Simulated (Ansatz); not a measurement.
ScPd3C:
```
ScPd3C
1.0
    4.17901     0.00000     0.00000
    0.00000     4.17901     0.00000
    0.00000     0.00000     4.17901
Sc Pd C
1 3 1
Direct
  0.00000   0.00000   0.00000
  0.00000   0.50000   0.50000
  0.50000   0.00000   0.50000
  0.50000   0.50000   0.00000
  0.50000   0.50000   0.50000
```

Relaxed with r²SCAN. Special points in fractions of this cell's reciprocal vectors: Γ (0.000, 0.000, 0.000); X (0.000, 0.500, 0.000); M (0.500, 0.500, 0.000); R (0.500, 0.500, 0.500).

Problem. List the band energies nearest the Fermi level at these points for DFT-r²SCAN with spin–orbit coupling in the program Ansatz with PAW potentials.

Solution. In eV from the Fermi level; about four levels below and three above (degenerate sets whole), none deeper than 8.9 eV; points with the same levels are listed once.

```tsv
k	below	above
Γ	-1.51 -1.51 -1.51 -1.51	1.38 1.38 1.38 1.38
X	-0.25 -0.25 -0.23 -0.23	1.01 1.01 1.03 1.03
M	-0.51 -0.51 -0.30 -0.30	0.97 0.97 0.99 0.99
R	-0.22 -0.22 -0.22 -0.22 -0.06 -0.06	0.25 0.25 0.32 0.32 0.32 0.32
```

Space group Pm-3m (anti-perovskite). The start of the workflow was typed in or built on a structure type; neither database checked (COD, Materials Project) lists it. Whether it is the stable phase at ambient conditions was not checked. The r²SCAN relaxation kept the symmetry of its start; its stability against distortions is not shown here. The run is not spin-polarised.

Potentials: the later of the program's two PAW sets.
